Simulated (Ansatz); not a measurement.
Level: r2SCAN, no spin polarisation; 500 eV; 5×5×4 Γ-centred mesh; gaussian occupations (width 0.0703 eV); Ansatz 0.2.0, fixed geometry.

Computed maps in the lattice plane spanned by a (left to right, 5.23 Å, 16 points from zero) and c (bottom to top, 5.19 Å, 16 points from zero), 80° apart, at height 0.000 along b. The fields are smooth PAW ones with compensation charges, not the true ones near nuclei.

Valence density. Digits on a logarithmic scale: 0 up to 0.03 e/Å³, each further digit a factor of 1.6, 9 from 1.3 e/Å³ up:
```
5543224555899996
5554444556999997
5444444445899997
5544444445699997
5544443444567876
5554444444555555
5555444444555445
5555444444444444
4454444442234444
4444444432224443
3444444442224443
3444444444444443
4444444455555443
4444344545555444
4443224555566554
4542223555689865
```

ELF. Ten even steps from '0' (0.01) to '9' (0.89):
```
4650001762234321
2564114752249831
2455545652138831
3455444443123321
4665433344311112
6776533345542224
7887644456665445
7887655542356545
5777655510004544
4566555511001433
3445545520101432
2345555652124532
3455556666677543
4541125666665543
5520102665322233
4630011663122113
```

**Question.** The cell is Al$_{4}$Cu. Which atoms lie within 0.2 Å of this plane, and where (fractions of a and c)?

**Answer.** Al at (0.27, 0.00), Cu at (0.77, 0.85), Al at (0.62, 0.36). The whole cell:
```yaml
crystal:
  lattice:
    - [5.23329, 0.00000, 0.00000]
    - [2.61664, -8.83461, 0.00000]
    - [0.93233, 0.00000, -5.10141]
  atoms:
    - { symbol: Cu, position: [0.28855, 0.27350, 0.19110] }
    - { symbol: Cu, position: [0.56205, 0.72650, 0.19110] }
    - { symbol: Al, position: [0.26550, 0.00000, 0.00480] }
    - { symbol: Cu, position: [0.77280, 0.00000, 0.85050] }
    - { symbol: Al, position: [0.61770, 0.00000, 0.36470] }
    - { symbol: Al, position: [0.81490, 0.23660, 0.07710] }
    - { symbol: Al, position: [0.05150, 0.76340, 0.07710] }
    - { symbol: Al, position: [0.45260, 0.24540, 0.67570] }
    - { symbol: Al, position: [0.69800, 0.75460, 0.67570] }
    - { symbol: Al, position: [0.02360, 0.15300, 0.54420] }
    - { symbol: Al, position: [0.17660, 0.84700, 0.54420] }
    - { symbol: Al, position: [0.83790, 0.46720, 0.43790] }
    - { symbol: Al, position: [0.30510, 0.53280, 0.43790] }
    - { symbol: Al, position: [0.99290, 0.49240, 0.92400] }
    - { symbol: Al, position: [0.48530, 0.50760, 0.92400] }
```

Origin: a known structure type with other elements, at an estimated volume, so it need not be a known compound. Caveats: the k mesh is coarse if the cell is a metal.
